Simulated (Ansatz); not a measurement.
Input:

KC8:
```yaml
crystal:
  lattice:
    - [4.95167, 0.00000, 0.00000]
    - [-2.47584, 4.28827, 0.00000]
    - [0.00000, 0.00000, 5.27918]
  atoms:
    - { symbol: C, position: [0.16681, 0.33361, 0.00000] }
    - { symbol: C, position: [0.16681, 0.83319, 0.00000] }
    - { symbol: C, position: [0.66667, 0.33333, 0.00000] }
    - { symbol: C, position: [0.66639, 0.83319, 0.00000] }
    - { symbol: C, position: [0.33361, 0.16681, 0.00000] }
    - { symbol: C, position: [0.33333, 0.66667, 0.00000] }
    - { symbol: C, position: [0.83319, 0.16681, 0.00000] }
    - { symbol: C, position: [0.83319, 0.66639, 0.00000] }
    - { symbol: K, position: [0.00000, 0.00000, 0.50000] }
```

This is the r²SCAN+D4-relaxed structure.

Task: All from DFT-r²SCAN+D4 in the program Ansatz with PAW potentials, unless another level is named. Give the electronic character.

Result: metallic (no gap).

Task: What about the density of states at the Fermi level?

Result: 0.27 states/eV per atom (mean over ±0.08 eV).

Task: And the formation energy from the elements (no fitted shifts)?

Result: -2.6 kJ/mol-atom.

Space group P6/mmm. The cell is a constructed one: a structure type filled with these elements; neither database checked (COD, Materials Project) lists it. Its standing as an ambient phase is unchecked. Symmetry was held in the r²SCAN+D4 relaxation; its stability against distortions is not shown here. The references are the lowest solids computed at this level, not always the standard phases.

Potentials: the later of the program's two PAW sets.
